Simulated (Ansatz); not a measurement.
TePt:
```xyz
4
Lattice="3.6105 0.0000 0.0000 0.0000 3.5366 0.0000 0.0000 0.0000 7.8533" Properties=species:S:1:pos:R:3 pbc="T T T"
Pt     0.9026     0.0000     6.7742
Pt     2.7079     0.0000     1.0791
Te     0.9026     1.7683     2.0859
Te     2.7079     1.7683     5.7675
```

Relaxed with PBE. Special points in fractions of this cell's reciprocal vectors: Γ (0.000, 0.000, 0.000); X (0.500, 0.000, 0.000); S (0.500, 0.500, 0.000); Y (0.000, 0.500, 0.000); Z (0.000, 0.000, 0.500); U (0.500, 0.000, 0.500); R (0.500, 0.500, 0.500); T (0.000, 0.500, 0.500).

Q: List the band energies nearest the Fermi level at these points for PBE in the plane-wave PAW code Ansatz.

A: In eV from the Fermi level; about four levels below and three above (degenerate sets whole), none deeper than 8.9 eV; points with the same levels are listed once.

| k | below | above |
|---|---|---|
| Γ | -2.64 -2.31 -0.64 -0.27 | 0.32 1.39 1.48 |
| X | -2.22 -2.22 -1.56 -1.56 | 2.81 2.81 3.20 3.20 |
| S | -1.42 -1.42 -1.33 -1.33 | 0.40 0.40 1.28 1.28 |
| Y | -1.66 -1.65 -0.91 -0.35 | 2.47 2.98 5.15 |
| Z | -2.29 -0.73 -0.48 -0.15 | 1.24 1.31 3.31 |
| U | -2.33 -2.33 -1.74 -1.74 | 2.37 2.37 2.80 2.80 |
| R | -1.43 -1.43 -1.17 -1.17 | 0.20 0.20 1.43 1.43 |
| T | -1.66 -1.66 -1.60 -1.08 | 0.12 2.65 2.80 |

Space group Pmma. The start of the workflow was typed in or built on a structure type; neither database checked (COD, Materials Project) lists it. COD files the formula under space group No. 166, 194. Its standing as an ambient phase is unchecked. The PBE relaxation kept the symmetry of its start; whether a distortion lowers the energy is not shown. No spin polarisation was allowed. The volume moved by 28 % from the start of the relaxation. Scalar-relativistic: spin–orbit coupling is off unless named, which matters more the heavier the elements.

Potentials: the earlier of the program's two PAW sets.
